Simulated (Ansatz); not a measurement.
VO₂ (rutile, P4_2/mnm) at seven volumes, DFT-PBE in the program Ansatz with PAW potentials, shape and atoms relaxed at each. One row is withheld.

| V (Å³/atom) | P (GPa) |
|---|---|
| 9.045 | 26.80 |
| 9.343 | 16.30 |
| 9.642 | 7.41 |
| 9.940 | -0.02 |
| 10.238 | -6.16 |
| 10.536 | -11.08 |
| 10.834 | ? |

Q: Fit the shown pressures and predict the withheld one.

A: P = (3/2)B₀(x^(7/2) − x^(5/2))[1 + (3/4)(B′ − 4)(x − 1)] with x = (V₀/V)^(2/3). Least squares on the six rows gives V₀ = 9.941 Å³/atom, B₀ = 223 GPa, B′ = 5.13. At V = 10.834, x = 0.9443 and P = -15.39 GPa. The run itself gave -14.76 GPa.

This is a known high-temperature phase of the composition, computed here at zero pressure and temperature. The PBE relaxation kept the symmetry of its start; whether a distortion lowers the energy is not shown. Spin order of the final state: ferromagnetic, chosen from 5 collinear starts compared on coarse meshes (ties went to the first, and starts can fall back to one state), not a proven ground state. No Hubbard U is applied.

Potentials: the later of the program's two PAW sets.
